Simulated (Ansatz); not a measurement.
Relaxed BP (zinc blende):

```yaml
crystal:
  lattice:
    - [0.00000, 2.27424, 2.27424]
    - [2.27424, 0.00000, 2.27424]
    - [2.27424, 2.27424, 0.00000]
  atoms:
    - { symbol: P, position: [0.75000, 0.75000, 0.75000] }
    - { symbol: B, position: [0.00000, 0.00000, 0.00000] }
```

Scan: atom 2 (B, nearest neighbour P at 1.970 Å; its periodic images, 3.2 Å or more away, move with it) is displaced along Cartesian [111], direction (0.577, 0.577, 0.577) in Cartesian axes, by s. The other atoms stay.

These are PBE (plane waves to 420 eV, PAW, scalar-relativistic; Ansatz, a first-principles code) values and carry that method's errors. k mesh 10×10×10 (Γ-centred), Fermi-Dirac smearing 0.05 eV. E stands for the smeared free energy. Left out: 1 of 11 points, with atoms too close for the PAW data. As the smearing reaches across the gap at some points, energies and forces of such displacements shift with the k mesh and the smearing. BP was relaxed with its symmetry unable to fall. The zero of ΔE is the undisplaced structure.

Successive frames, forces in eV/Å:

| frame | ΔE (meV/cell) | F on P1 | F on B2 |
|---|---|---|---|
| s = 0.354 Å | 707 | (1.605, 1.605, 1.605) | (-1.605, -1.605, -1.605) |
| s = 0.236 Å | 383 | (1.501, 1.501, 1.501) | (-1.501, -1.501, -1.501) |
| s = 0.118 Å | 114 | (1.026, 1.026, 1.026) | (-1.026, -1.026, -1.026) |
| s = 0.000 Å | 0 | (0.000, 0.000, 0.000) | (0.000, 0.000, 0.000) |

### Question
What are the energy and the forces in the next frame, s = -0.118 Å?

### Answer
ΔE (meV/cell) = 149.

| atom | Fx | Fy | Fz |
|---|---|---|---|
| P1 | -1.552 | -1.552 | -1.552 |
| B2 | 1.552 | 1.552 | 1.552 |

(A displaced cell: forces are minus the slopes of the energy, force constants its curvatures, and phonons follow from these.)
